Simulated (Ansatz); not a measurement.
ScB12:
```xyz
13
Lattice="0.0000 3.6996 3.6996 3.6996 0.0000 3.6996 3.6996 3.6996 0.0000" Properties=species:S:1:pos:R:3 pbc="T T T"
Sc     0.0000     0.0000     0.0000
B      3.6996     4.9523     4.9523
B      2.4468     3.6996     4.9523
B      3.6996     2.4468     4.9523
B      4.9523     3.6996     4.9523
B      3.6996     2.4468     2.4468
B      2.4468     3.6996     2.4468
B      3.6996     4.9523     2.4468
B      4.9523     3.6996     2.4468
B      4.9523     2.4468     3.6996
B      4.9523     4.9523     3.6996
B      2.4468     2.4468     3.6996
B      2.4468     4.9523     3.6996
```

Relaxed with r²SCAN. Special points in fractions of this cell's reciprocal vectors: Γ (0.000, 0.000, 0.000); X (0.500, 0.000, 0.500); U (0.625, 0.250, 0.625); K (0.375, 0.375, 0.750); L (0.500, 0.500, 0.500); W (0.500, 0.250, 0.750).

Problem. List the band energies nearest the Fermi level at these points for r²SCAN in the plane-wave PAW code Ansatz.

Solution. In eV from the Fermi level; about four levels below and three above (degenerate sets whole), none deeper than 8.9 eV; points with the same levels are listed once.

```
k                          below                above
-  -----------------------------  -------------------
Γ  -1.33 -1.33 -1.33 -0.74 -0.74       3.20 3.20 3.20
X        -1.87 -1.47 -1.47 -1.44       2.62 3.13 3.54
U        -2.20 -1.80 -0.82 -0.05       2.81 2.86 2.91
L        -2.25 -2.25 -1.15 -1.15  2.00 2.00 2.40 2.40
W        -2.20 -2.16 -2.16 -1.25       1.22 1.22 2.39
```

Space group Fm-3m. The workflow started from an entry of the Crystallography Open Database (COD). Whether it is the stable phase at ambient conditions was not checked. The r²SCAN relaxation kept the symmetry of its start; its stability against distortions is not shown here. The run is not spin-polarised.

Potentials: the later of the program's two PAW sets.
